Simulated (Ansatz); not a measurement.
Consider the following.

Ni3SnN:
```cif
data_NNi3Sn
_chemical_formula_sum 'Ni3 Sn1 N1'
_space_group_name_H-M_alt 'P 1'
_space_group_IT_number 1
_cell_length_a 3.80901
_cell_length_b 3.80901
_cell_length_c 3.80901
_cell_angle_alpha 90.000
_cell_angle_beta 90.000
_cell_angle_gamma 90.000
loop_
_space_group_symop_operation_xyz
  'x, y, z'
loop_
_atom_site_label
_atom_site_type_symbol
_atom_site_fract_x
_atom_site_fract_y
_atom_site_fract_z
_atom_site_occupancy
Ni1 Ni 0.00000 0.50000 0.50000 1
Ni2 Ni 0.50000 0.00000 0.50000 1
Ni3 Ni 0.50000 0.50000 0.00000 1
Sn1 Sn 0.00000 0.00000 0.00000 1
N1 N 0.50000 0.50000 0.50000 1
```

This is the LDA-relaxed structure.

Task: All from plane-wave PAW LDA (Ansatz code), unless another level is named. Estimate the electronic character.

Result: metallic (no gap).

Task: Predict the formation energy from the elements (no fitted shifts).

Result: -0.15 eV/atom.

Task: What about the density of states at the Fermi level?

Result: 0.83 states/eV per atom (mean over ±0.08 eV).

Space group Pm-3m (anti-perovskite). The first step of the workflow began from a Materials Project structure, measured or hypothetical; the Crystallography Open Database copy checked does not list it. Its standing as an ambient phase is unchecked. Symmetry was held in the LDA relaxation. At this level the phase is dynamically unstable (imaginary phonons). The run is not spin-polarised. With an odd number of electrons in the cell and no spin polarisation, the count alone makes it a metal. The references are the lowest solids computed at this level, not always the standard phases (solids in place of the gases). Scalar-relativistic: spin–orbit coupling is off unless named, which matters more the heavier the elements.

Potentials: the later of the program's two PAW sets.
